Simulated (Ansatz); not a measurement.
# An elastic constant from a strain scan in Al$_{3}$Ni$_{5}$

These are results of Ansatz, DFT r2SCAN, scalar-relativistic, plane waves, PAW, not measurements. The runs took a 500 eV cutoff, a Γ-centred 8×8×10 mesh and Gaussian smearing (0.15 eV). No spin polarisation. A magnetic state may lie lower. Energies are free energies at this smearing, counted from the undisturbed cell; pressure is positive in compression.

Zero of the scan (relaxed at this level; it needn't be the usual structure):

```
Al Ni
1.0
     3.29112   -3.69611    0.00000
     3.29112    3.69611    0.00000
     0.00000    0.00000    3.72831
Al Ni
3 5
Cartesian
  3.2911 0.0000 0.0000
  3.2911 -2.0644 1.8642
  3.2911 2.0644 1.8642
  0.0000 0.0000 0.0000
  1.6456 1.8481 0.0000
  1.6456 -1.8481 0.0000
  1.8197 0.0000 1.8642
  4.7625 0.0000 1.8642
```

The cell is strained by ε times the Voigt pattern (0, 1, 0, 0, 0, 0) (xx, yy, zz, yz, xz, xy; engineering shear) with fractional coordinates fixed. The cell holds 8 atoms in V0 = 90.70 Å³. The stress column is τ = (1/V0) dE/dε, got from the stress tensor σ (compression positive) at each point as −det(1 + εP) σ : P(1 + εP)⁻¹, with P the pattern as a tensor.

| ε | ΔE (meV/atom) | τ (GPa) |
| --- | --- | --- |
| -0.0600 | 38.894 | -18.977 |
| -0.0450 | 21.491 | -13.846 |
| -0.0300 | 9.417 | -8.958 |
| 0.0000 | 0.000 | -0.099 |
| 0.0150 | 2.054 | 3.923 |
| 0.0450 | 18.219 | 11.118 |
| 0.0600 | ? | ? |

Which combination of elastic constants does this scan measure, and how large is it?

For small ε, τ = τ0 + Kε with K = pᵀCp, which for this pattern is C22 in the Cartesian frame shown. The parabola through τ at ε = -0.0300, 0 and 0.0150 has slope K = 277 GPa at zero. The energies per cell, E = NΔE, of the same two points give K = 2[E(ε₊)/ε₊ − E(ε₋)/ε₋]/[(ε₊ − ε₋)V0] = 283 GPa, in agreement. These are clamped-ion values.

Predict the withheld row at ε = 0.0600 from the harmonic law, and compare.

ΔE = V0(τ0 ε + Kε²/2)/N = 34.888 meV/atom and τ = 16.53 GPa. The calculation gives 31.735 meV/atom and 14.30 GPa: the energy lies 9 % below the harmonic value, as bonds soften when stretched.

Forces appear on the atoms along this scan, and letting them relax would lower the energy and soften the response. In a metal these slopes depend on the k mesh and the smearing.